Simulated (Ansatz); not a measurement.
Ag (diamond, Fd-3m) under volume change, PBEsol in the plane-wave PAW code Ansatz, scaled uniformly.

```
V (Å³/atom)  E − E(relaxed) (meV/atom)  P (GPa)
-----------  -------------------------  -------
25.080                            35.6     5.08
25.906                            14.8     3.05
26.733                             3.5     1.38
27.560                             0.0     0.01
28.387                             3.0    -1.13
29.214                            11.3    -2.05
30.040                            23.9    -2.81
```

Problem. What does a third-order Birch–Murnaghan fit give for V₀, B₀ and B′?

Solution. V₀ = 27.56 Å³/atom, B₀ = 41.5 GPa, B′ = 5.5.

The start of the workflow was typed in or built on a structure type; neither database checked (COD, Materials Project) lists it. It is not the phase usual at ambient conditions (space group No. 225). Symmetry was held in the PBEsol relaxation. At this level the phase is mechanically unstable. No spin polarisation was allowed.

Potentials: the earlier of the program's two PAW sets.
